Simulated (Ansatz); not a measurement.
Method: Ansatz 0.2.0, DFT PBE, scalar-relativistic, plane waves, PAW. Settings: cutoff 420 eV, Γ-centred meshes spaced at most about 0.3 Å⁻¹, and about 0.25 Å⁻¹ or finer for metals (2π included), Gaussian smearing. No spin polarisation in the final relaxations.

All energies are static (0 K, no zero-point motion).

Two forms of NbAg4 were relaxed alike.

A.

```yaml
crystal:
  lattice:
    - [6.30152, 0.00000, 0.00000]
    - [0.00000, 6.30152, 0.00000]
    - [0.00000, 0.00000, 2.65245]
  atoms:
    - { symbol: Nb, position: [0.00000, 0.00000, 0.50000] }
    - { symbol: Ag, position: [0.20310, 0.50000, 0.50000] }
    - { symbol: Ag, position: [0.79690, 0.50000, 0.50000] }
    - { symbol: Ag, position: [0.50000, 0.20310, 0.50000] }
    - { symbol: Ag, position: [0.50000, 0.79690, 0.50000] }
```

B.

```yaml
crystal:
  lattice:
    - [-3.10413, 3.10413, 3.10413]
    - [3.10413, -3.10413, 3.10413]
    - [3.10413, 3.10413, -3.10413]
  atoms:
    - { symbol: Nb, position: [0.00000, 0.00000, 0.00000] }
    - { symbol: Ag, position: [0.00000, 0.00000, 0.50000] }
    - { symbol: Ag, position: [0.00000, 0.50000, 0.00000] }
    - { symbol: Ag, position: [0.50000, 0.00000, 0.00000] }
    - { symbol: Ag, position: [0.50000, 0.50000, 0.50000] }
```

Task: Which is lower in energy, and by how much?

Result: A is lower, by 269 meV/atom. A has space group P4/mmm (No. 123), 21.1 Å³/atom and no gap on its mesh; B has space group Im-3m (No. 229), 23.9 Å³/atom and no gap. Counting all near atoms (those within 1.25 times the shortest distance at each site; a plus sign parts nearer from farther groups), A has Nb 2, Ag 5 and B has Nb 8, Ag 2+6. The denser one is the lower, and pressure would at first widen the difference. Even the lower one lies +0.77 eV/atom against the reference forms of the elements (uncorrected), so neither is stable at this level. In A, around Nb lie 2 Nb at 2.65 Å; around Ag lie 5 Ag at 2.56–2.65 Å. In B, around Nb lie 8 Ag at 2.69 Å; Ag has 2 Nb at 2.69 Å and 6 Ag at 3.10 Å. Both come from invented guesses. A third cell relaxed alike, in P-3m1, lies 0.65 eV/atom below the lower of the two.

Cells relaxed within their symmetry can be saddle points.
